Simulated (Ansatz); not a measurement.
Cd3HgSe4 (P-4m2) at 2 levels of theory

One geometry, relaxed with PBE; plane waves with PAW potentials in Ansatz, scalar-relativistic. No spin polarisation. Gaps are the least over mesh and band path; pressure is positive in compression.

```xyz
8
Lattice="4.3977 0.0000 0.0000 0.0000 4.3977 0.0000 0.0000 0.0000 12.3927" Properties=species:S:1:pos:R:3 pbc="T T T"
Cd    0.0000    0.0000    9.2774
Cd    0.0000    0.0000    3.1154
Cd    2.1989    2.1989    6.1964
Hg    2.1989    2.1989    0.0000
Se    2.1989    0.0000   10.8145
Se    0.0000    2.1989    1.5783
Se    2.1989    0.0000    4.6559
Se    0.0000    2.1989    7.7368
```

```csv
level,cutoff (eV),k mesh,gap (eV),pressure (GPa)
PBE,420,8×8×4,0.08,0.0
```

Task: What comes out on the same cell with PBEsol?

Result:
```
 level  cutoff (eV)  k mesh  gap (eV)  pressure (GPa)
PBEsol          420   8×8×4         0            -2.6
```

Spin-orbit coupling matters for the bands of heavy elements and is left out. The smearing is narrow for a metal on this mesh.

The cell was found from a structure generator's guess, not taken from experiment.
